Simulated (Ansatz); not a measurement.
A geometry of InSe away from equilibrium: step 4 of the relaxation of a relaxed InSe cell, doubled along one cell vector, shaken by Gaussian noise of σ = 0.08 Å a coordinate. These are PBE (plane waves to 420 eV, PAW, scalar-relativistic; Ansatz, a quantum-chemistry and plane-wave program) values and carry that method's errors. Γ-centred k-mesh 5×5×3 on the run's cell (coarser than for final values), Fermi–Dirac smearing 0.05 eV. The plane waves were selected for a different cell earlier on the path.

```xyz
12
Lattice="-2.6428 2.4606 6.5020 2.5647 -2.7361 6.5795 5.2698 5.4566 -13.2204" Properties=species:S:1:pos:R:3 pbc="T T T"
In    -0.4613    -0.0623     4.3891
In     3.0549     2.7278    -2.2717
In     0.0077    -0.1659     7.4731
In     2.6382     2.5035     0.7909
In     0.0311    -0.0938     0.7032
In     2.6176     2.7476    -5.9099
Se     2.6062    -0.0394     1.9303
Se     5.2530     2.6569    -4.8029
Se     0.0050     2.5817     1.7616
Se     2.6870     5.2906    -4.7323
Se    -0.0432    -0.6984    11.3492
Se     2.6264     2.7071     4.6510
```

Problem. Give the Cartesian forces on all atoms (eV/Å).

Solution. 
| atom | Fx | Fy | Fz |
|---|---|---|---|
| In1 | -0.55 | -0.12 | 0.23 |
| In2 | 0.44 | -0.06 | 0.17 |
| In3 | -0.08 | 0.04 | -0.14 |
| In4 | -0.08 | -0.12 | -0.12 |
| In5 | 0.15 | 0.18 | 0.99 |
| In6 | -0.12 | -0.13 | 0.06 |
| Se7 | 0.05 | 0.07 | -0.21 |
| Se8 | 0.13 | 0.10 | -0.04 |
| Se9 | 0.12 | -0.04 | -0.14 |
| Se10 | -0.07 | 0.04 | 0.06 |
| Se11 | 0.00 | -0.30 | -0.86 |
| Se12 | 0.00 | 0.35 | 0.01 |

The path ends in P1 (No. 1). No spin polarisation in the result.

The end of the path is a generated cell of InSe: the first start was made by a random draw of sites in a space group, and the end was not matched to a known phase here, so it may be hypothetical. Known forms of InSe include space group No. 194.
